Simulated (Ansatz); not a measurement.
ReC:
```cif
data_C3Re3
_chemical_formula_sum 'Re3 C3'
_space_group_name_H-M_alt 'Pm-3m'
_space_group_IT_number 221
_space_group_name_Hall '-P 4 2 3'
_cell_length_a 4.12551
_cell_length_b 4.12551
_cell_length_c 4.12551
_cell_angle_alpha 90.000
_cell_angle_beta 90.000
_cell_angle_gamma 90.000
loop_
_atom_site_label
_atom_site_type_symbol
_atom_site_symmetry_multiplicity
_atom_site_Wyckoff_symbol
_atom_site_fract_x
_atom_site_fract_y
_atom_site_fract_z
_atom_site_occupancy
Re1 Re 3 c 0.00000 0.50000 0.50000 1
C1 C 3 d 0.00000 0.00000 0.50000 1
```

Relaxed with PBE.

Question: Which orbitals make up the states near the Fermi level in plane-wave PAW PBE (Ansatz code)?

Answer: Within 0.5 eV of the Fermi level: Re 5d 70 %, C 2p 26 %. Projections are on Löwdin-orthogonalised atomic valence shells; empty p or d shells of many metals are not among them.

Question: Tabulate the density of states.

Answer: States/eV per cell of 6 atoms, in 0.25 eV bins, energy from the Fermi level.

| E (eV) | total | Re 5d | C 2p | Re 6s |
|---|---|---|---|---|
| -7.85 | 0.00 | 0.00 | 0.00 | 0.00 |
| -7.60 | 0.29 | 0.12 | 0.13 | 0.03 |
| -7.35 | 0.68 | 0.28 | 0.31 | 0.06 |
| -7.10 | 1.43 | 0.59 | 0.63 | 0.12 |
| -6.85 | 4.00 | 1.67 | 1.77 | 0.38 |
| -6.60 | 3.28 | 1.24 | 1.53 | 0.35 |
| -6.35 | 3.04 | 1.19 | 1.39 | 0.31 |
| -6.10 | 3.94 | 1.80 | 1.55 | 0.38 |
| -5.85 | 3.45 | 1.61 | 1.44 | 0.22 |
| -5.60 | 3.24 | 1.49 | 1.45 | 0.12 |
| -5.35 | 3.50 | 1.65 | 1.51 | 0.12 |
| -5.10 | 5.72 | 3.03 | 2.23 | 0.19 |
| -4.85 | 5.87 | 3.31 | 2.12 | 0.19 |
| -4.60 | 4.46 | 2.63 | 1.39 | 0.23 |
| -4.35 | 3.48 | 2.03 | 1.18 | 0.08 |
| -4.10 | 3.90 | 2.60 | 1.10 | 0.06 |
| -3.85 | 3.00 | 1.88 | 0.96 | 0.05 |
| -3.60 | 3.79 | 2.27 | 1.09 | 0.22 |
| -3.35 | 3.82 | 2.35 | 1.15 | 0.14 |
| -3.10 | 3.50 | 2.23 | 1.05 | 0.06 |
| -2.85 | 3.27 | 2.07 | 0.99 | 0.04 |
| -2.60 | 3.71 | 2.08 | 1.31 | 0.04 |
| -2.35 | 3.72 | 2.30 | 1.16 | 0.06 |
| -2.10 | 2.98 | 1.93 | 0.89 | 0.04 |
| -1.85 | 3.61 | 2.64 | 0.72 | 0.11 |
| -1.60 | 4.59 | 3.51 | 0.72 | 0.16 |
| -1.35 | 5.28 | 3.66 | 1.24 | 0.12 |
| -1.10 | 3.57 | 2.27 | 1.09 | 0.07 |
| -0.85 | 3.30 | 1.94 | 1.16 | 0.04 |
| -0.60 | 3.71 | 2.10 | 1.43 | 0.03 |
| -0.35 | 2.94 | 1.92 | 0.91 | 0.02 |
| -0.10 | 3.27 | 2.44 | 0.69 | 0.05 |
| 0.15 | 2.35 | 1.78 | 0.47 | 0.03 |
| 0.40 | 1.42 | 0.95 | 0.40 | 0.03 |
| 0.65 | 1.55 | 0.88 | 0.58 | 0.03 |
| 0.90 | 2.16 | 1.32 | 0.74 | 0.03 |
| 1.15 | 2.62 | 1.73 | 0.78 | 0.02 |
| 1.40 | 3.03 | 2.05 | 0.84 | 0.02 |
| 1.65 | 3.17 | 2.11 | 0.90 | 0.02 |
| 1.90 | 3.71 | 2.74 | 0.82 | 0.02 |
| 2.15 | 3.90 | 2.63 | 1.10 | 0.03 |
| 2.40 | 4.04 | 2.53 | 1.33 | 0.04 |
| 2.65 | 3.19 | 1.95 | 1.09 | 0.05 |
| 2.90 | 3.00 | 1.78 | 1.04 | 0.06 |
| 3.15 | 5.32 | 3.72 | 1.40 | 0.07 |
| 3.40 | 5.52 | 3.28 | 1.94 | 0.11 |
| 3.65 | 5.34 | 2.95 | 2.02 | 0.21 |
| 3.90 | 4.88 | 2.58 | 1.90 | 0.28 |
| 4.15 | 3.17 | 1.68 | 1.20 | 0.23 |
| 4.40 | 2.12 | 1.04 | 0.90 | 0.12 |
| 4.65 | 0.56 | 0.30 | 0.18 | 0.03 |

The start of the workflow was typed in or built on a structure type; neither database checked (COD, Materials Project) lists it. Whether it is the stable phase at ambient conditions was not checked. The cell was relaxed with PBE under the symmetry of its start; whether a distortion lowers the energy is not shown. The run is not spin-polarised. Its formation energy is positive at this level, so the cell may be metastable or incomplete. Spin–orbit coupling is left out wherever it is not named.

Potentials: the earlier of the program's two PAW sets.
